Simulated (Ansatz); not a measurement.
AlAg in space group Cmcm (No. 63; Ag on 4c, Al on 4c), DFT-PBEsol in the program Ansatz with PAW potentials, all energies at zero smearing, with the estimated change up to a 700 eV cutoff added, with one set of potentials and settings (totals compare only within such a set). Cell of 4 atoms (2 Ag, 2 Al): -16093.518 eV.

```tsv
element	reference phase	E (eV/atom)
Ag	P6_3/mmc, 4 atoms in the cell	-7522.2452
Al	Fm-3m, 1 atoms in the cell	-524.5507
```

Formation energy per atom, worked out: (-16093.518 − 2×(-7522.2452) − 2×(-524.5507))/4 = 0.019 eV/atom (2 kJ per mol of atoms), at 0 K, without zero-point energy or fitted corrections.

The start of the workflow was typed in or built on a structure type; neither database checked (COD, Materials Project) lists it. Its standing as an ambient phase is unchecked. Symmetry was held in the PBEsol relaxation; its stability against distortions is not shown here. The run is not spin-polarised. The references are the lowest solids computed at this level, not always the standard phases.

Potentials: the later of the program's two PAW sets.
